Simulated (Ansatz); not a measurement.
Ge (diamond), relaxed with LDA (Ansatz, an electronic-structure program, plane waves, PAW): a = b = c = 5.621 Å, α = β = γ = 90.00°.

```
Item                  Result
--------------------  ------
gap (eV)                none
B₀ by P(V) fit (GPa)    71.7
K_Hill (GPa)            71.7
G_Hill (GPa)            50.2
Θ_D (K)                  356
```

Task: The same phase is relaxed and computed with r²SCAN+D4 in the same code. What are the cell and these values now?

Result: a = b = c = 5.6544 Å, α = β = γ = 90.00°.

- gap (eV) = 0.46
- B₀ by P(V) fit (GPa) = 72.8
- K_Hill (GPa) = 73.8
- G_Hill (GPa) = 56.4
- Θ_D (K) = 378

All cells were relaxed under the symmetry of their starts (and spin orders); stability against distortions was not tested throughout. Spin–orbit coupling is left out wherever it is not named.

Potentials: the earlier of the program's two PAW sets. The files were generated under PBE; for other functionals the program regenerates the frozen cores, and for LDA and PBEsol the local potential too.

Ansatz is a plane-wave DFT program.
